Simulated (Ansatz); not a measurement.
Ansatz input file:

```yaml
crystal:
  lattice:
    - [-1.6550293692, 1.6550293692, 4.0240997133]
    - [1.6550293692, -1.6550293692, 4.0240997133]
    - [1.6550293692, 1.6550293692, -4.0240997133]
  atoms:
    - { symbol: Si, position: [0.3355316519, 0.3355316519, 0.0] }
    - { symbol: Si, position: [0.6644683481, 0.6644683481, 0.0] }
    - { symbol: W, position: [0.0, 0.0, 0.0] }
basis:
  ecutwfc: 420
kpoints:
  mp_grid: { grid: [18, 18, 18] }
hamiltonian:
  xc: pbesol
scf:
  occupations: { method: gaussian, width: 0.1 }
output:
  forces: true
  stress: true
  eigenvalues: true
relax:
  adjacent_minimum: "off"
  f_tol: 0.01
  max_steps: 30
  cell: { stress_tol: 0.1, fix: [volume] }
```

Run as
```bash
ansatz run input.yaml --threads 1 --pin off --max-ram 2560MiB --backend cpu --events-out ev --progress --plain --runs-dir out
```

The calculation used DFT PBEsol, scalar-relativistic, plane waves, PAW in Ansatz 0.2.0.

Part of what the program printed, abridged:

```
Pseudopotentials: kind: paw
Pseudopotential: Si, paw, valence charge 4, recommended cutoff 420 eV (normal)
Pseudopotential: W, paw, valence charge 14, recommended cutoff 420 eV (normal)
Functional definition: PBEsol
Crystal: 3 atoms, lattice volume = 44.090 Å³
Basis set: ecut = 420 eV, 865 PW (Γ), exchange–correlation on 64×64×64 points (8 copies of the dense FFT grid, shifted against one another)
Bands: 15, of which v1, the nominal top of the filled ones, is band 11 counted from 1 (10 counted from 0)
Symmetry: 16 space group operations
Space group: I4/mmm (ITA 139), of the structure as read, at distance tolerance 3.5e-5 Å
k-points: 480 of 5832
Initial density: superposition of atomic densities (neutral atoms: chi_scale 0, normalization atom), corrected by the library's trained network
Initial wavefunctions: pseudopotential atomic-orbital guess
Functional: x = pbesol(κ = 0.804, μ = 0.12345679), c = pbesol(β = 0.046)
SCF iter   1: F=—  HF=-11500.654247 eV  |F-HF|=—  |Δ(HF+E_count)|=         —  Δρ=4.52e-3  dr2=1.08e-2  ethr=1.77e-3  ⟨swp⟩=5.0  Hψ=41492  notcnv=0
SCF iter   2: F=—  HF=-11500.652659 eV  |F-HF|=—  |Δ(HF+E_count)|=   1.59e-3  Δρ=2.18e-3  dr2=1.25e-3  ethr=4.92e-5  ⟨swp⟩=1.0  Hψ=11042  notcnv=0
SCF iter   3: F=—  HF=-11500.652603 eV  |F-HF|=—  |Δ(HF+E_count)|=   5.52e-5  Δρ=7.52e-4  dr2=1.44e-4  ethr=5.66e-6  ⟨swp⟩=1.3  Hψ=8072  notcnv=0
SCF iter   4: F=—  HF=-11500.652584 eV  |F-HF|=—  |Δ(HF+E_count)|=   1.99e-5  Δρ=7.02e-5  dr2=1.70e-6  ethr=6.55e-7  ⟨swp⟩=2.4  Hψ=10567  notcnv=0
SCF iter   5: F=—  HF=-11500.652580 eV  |F-HF|=—  |Δ(HF+E_count)|=   3.22e-6  Δρ=9.98e-6  dr2=3.50e-8  ethr=7.71e-9  ⟨swp⟩=2.6  Hψ=10538  notcnv=0
SCF iter   6: F=-11500.652580 eV  HF=-11500.652580 eV  |F-HF|=1.41e-9  |Δ(HF+E_count)|=   4.34e-9  Δρ=1.83e-6  dr2=2.17e-9  ethr=1.59e-10  ⟨swp⟩=2.2  Hψ=24775  notcnv=0
SCF 1 converged in 6 iterations: F = -11500.652580 eV  dr2 = 2.17e-9
relax step   1: F+E_penalty+E_count = -11500.65258028 eV  Δ(F+E_penalty+E_count) = +0.000e0 eV  max|allowed force component| = 9.243e-2 eV/Å  Δτ_max = 0.0000 Å  P = -18.009 GPa  Ω = 44.090 Å³  fix = [volume]  reactions: volume -18.009 GPa (6 SCF iters, dr2 threshold 1.00e-7 eV, accepted)
Initial density: handed on by an earlier stage of this run
Initial wavefunctions: those handed on with the density
SCF iter   1: F=—  HF=-11500.653203 eV  |F-HF|=—  |Δ(HF+E_count)|=         —  Δρ=5.08e-4  dr2=8.42e-5  ethr=2.68e-7  ⟨swp⟩=2.1  Hψ=43418  notcnv=0
SCF iter   2: F=—  HF=-11500.653179 eV  |F-HF|=—  |Δ(HF+E_count)|=   2.38e-5  Δρ=2.74e-4  dr2=2.47e-5  ethr=2.68e-7  ⟨swp⟩=1.5  Hψ=8532  notcnv=0
SCF iter   3: F=—  HF=-11500.653170 eV  |F-HF|=—  |Δ(HF+E_count)|=   9.17e-6  Δρ=4.42e-5  dr2=1.14e-6  ethr=1.12e-7  ⟨swp⟩=2.3  Hψ=11134  notcnv=0
SCF iter   4: F=-11500.653170 eV  HF=-11500.653170 eV  |F-HF|=2.41e-8  |Δ(HF+E_count)|=   3.18e-7  Δρ=1.18e-5  dr2=5.32e-8  ethr=1.36e-9  ⟨swp⟩=5.8  Hψ=32206  notcnv=0
SCF 2 converged in 4 iterations: F = -11500.653170 eV  dr2 = 5.32e-8
relax step   2: F+E_penalty+E_count = -11500.65316980 eV  Δ(F+E_penalty+E_count) = -5.895e-4 eV  max|allowed force component| = 3.069e-3 eV/Å  Δτ_max = 0.0054 Å  P = -17.851 GPa  Ω = 44.090 Å³  energy of the carried Pulay correction = -1.909e-18 eV  fix = [volume]  reactions: volume -17.851 GPa (4 SCF iters, dr2 threshold 3.00e-7 eV, accepted)
SCF iter   1: F=—  HF=-11500.653276 eV  |F-HF|=—  |Δ(HF+E_count)|=         —  Δρ=2.00e-4  dr2=2.37e-5  ethr=6.10e-8  ⟨swp⟩=2.0  Hψ=43000  notcnv=0
SCF iter   2: F=—  HF=-11500.653266 eV  |F-HF|=—  |Δ(HF+E_count)|=   9.16e-6  Δρ=1.12e-4  dr2=8.25e-6  ethr=6.10e-8  ⟨swp⟩=2.0  Hψ=9928  notcnv=0
SCF iter   3: F=-11500.653263 eV  HF=-11500.653263 eV  |F-HF|=1.07e-7  |Δ(HF+E_count)|=   3.24e-6  Δρ=1.34e-5  dr2=1.44e-7  ethr=1.36e-9  ⟨swp⟩=3.7  Hψ=31506  notcnv=0
SCF 3 converged in 3 iterations: F = -11500.653263 eV  dr2 = 1.44e-7
relax step   3: F+E_penalty+E_count = -11500.65326310 eV  Δ(F+E_penalty+E_count) = -9.330e-5 eV  max|allowed force component| = 9.465e-4 eV/Å  Δτ_max = 0.0001 Å  P = -17.875 GPa  Ω = 44.090 Å³  energy of the carried Pulay correction = -5.728e-18 eV  fix = [volume]  reactions: volume -17.875 GPa (3 SCF iters, dr2 threshold 3.00e-7 eV, accepted)
Initial wavefunctions: pseudopotential atomic-orbital guess (no wavefunctions were taken with the density)
SCF iter   1: F=—  HF=-11500.653267 eV  |F-HF|=—  |Δ(HF+E_count)|=         —  Δρ=2.34e-5  dr2=1.48e-7  ethr=1.91e-8  ⟨swp⟩=3.1  Hψ=61891  notcnv=0
SCF iter   2: F=—  HF=-11500.653264 eV  |F-HF|=—  |Δ(HF+E_count)|=   3.08e-6  Δρ=1.26e-5  dr2=4.73e-8  ethr=6.73e-10  ⟨swp⟩=1.8  Hψ=9243  notcnv=0
SCF iter   3: F=—  HF=-11500.653264 eV  |F-HF|=—  |Δ(HF+E_count)|=   1.87e-8  Δρ=1.93e-6  dr2=3.69e-9  ethr=2.15e-10  ⟨swp⟩=2.5  Hψ=10301  notcnv=0
SCF iter   4: F=-11500.653264 eV  HF=-11500.653264 eV  |F-HF|=3.46e-11  |Δ(HF+E_count)|=   1.00e-9  Δρ=8.28e-7  dr2=3.70e-11  ethr=1.00e-12  ⟨swp⟩=3.9  Hψ=30162  notcnv=0
SCF 4 converged in 4 iterations: F = -11500.653264 eV  dr2 = 3.70e-11
SCF converged after 4 iterations
Free energy (F): -11500.653264 eV
Harris-Foulkes:  -11500.653264 eV  (|F-HF|=3.46e-11)
Internal energy: -11500.652146 eV  (E = F + TS)
E sigma→0 (E₀):  -11500.652705 eV
Entropy (-TS):   -0.001118 eV (-0.373 meV/atom)
Fermi energy:    15.002101 eV
--- Per-component energies (eV) ---
  E_band       = -114.435804
  E_kinetic    = 533.395595
  E_local      = -1009.381422  (includes V_loc(G=0)·N_el)
  E_nonlocal   = 52.409580
  E_hartree    = 387.935721
  E_xc         = -376.244161
  E_vxc        = -334.595322  (∫ρ·V_xc dr)
  E_paw        = -9433.617632  (= ΣΔE_a)
  E_vpaw       = -132.135646  (= ΣTr[D̂ρ^β])
  E_aug_tail   = -0.000041  (compensation charges beyond the density's cutoff)
  E_ewald      = -1655.434698
  E_core_change = 0.284913  (= ΣΔE_core)
  E_smearing   = -0.001118  (= −TS)
--- Forces (eV/Å), atoms counted from 1 ---
  atom   1  Si     0.00000000     0.00000000    -0.00109557
  atom   2  Si     0.00000000     0.00000000     0.00109557
  atom   3  W      0.00000000     0.00000000     0.00000000
--- Stress (GPa, compression-positive) ---
      -17.867330       0.000000       0.000000
        0.000000     -17.867330       0.000000
        0.000000       0.000000     -17.889133
  P = ⅓ Tr σ = -17.8746 GPa (-178.746 kbar)
--- Band table (eV; the first three rows and the last of 480) ---
  k-point 0: bands = ["-58.8998", "-23.1403", "-23.1403", "-23.1136", "1.6965", "8.7039", "11.2595", "12.0497", "12.4457", "12.4457", "15.5150", "17.3342", "17.7819", "17.7819", "18.2903"]
  k-point 1: bands = ["-58.8995", "-23.1447", "-23.1442", "-23.1127", "1.7891", "8.7871", "10.9863", "12.0623", "12.2196", "12.7453", "15.0463", "17.1775", "17.8347", "17.8494", "18.5125"]
  k-point 2: bands = ["-58.8987", "-23.1574", "-23.1557", "-23.1103", "2.0631", "9.0220", "10.5298", "11.6685", "12.1054", "13.2165", "14.0208", "16.9453", "17.9808", "18.0240", "18.8900"]
  k-point 479: bands = ["-58.8998", "-23.1411", "-23.1411", "-23.1242", "3.8423", "4.4971", "11.6025", "12.7188", "14.2272", "14.2272", "14.5702", "14.5702", "15.6615", "18.9381", "19.2945"]
--- Relaxed structure (3 steps of the walk, 3 accepted, 1 SCFs on fresh bases) ---
  F+E_penalty+E_count = -11500.65326385 eV   max|allowed force component| = 1.096e-3 eV/Å   (the final SCF, on the basis selected at the relaxed cell)
  cell:  # Å, volume = 44.0900 Å³
    - [-1.65621728, 1.65621728, 4.01832925]
    - [1.65621728, -1.65621728, 4.01832925]
    - [1.65621728, 1.65621728, -4.01832925]
  atoms:
    - { symbol: Si, position: [0.33622324, 0.33622324, 0.0] }
    - { symbol: Si, position: [0.66377675, 0.66377675, 0.0] }
    - { symbol: W, position: [0.0, 0.0, 0.0] }
```

The relaxation met its thresholds.

It took 44 s on 1 thread of INTEL(R) XEON(R) PLATINUM 8581C CPU @ 2.10GHz (Emerald Rapids), with other jobs on the host, peak memory 0.65 GiB.

Spin–orbit coupling is left out, which can shift energies with elements as heavy as these.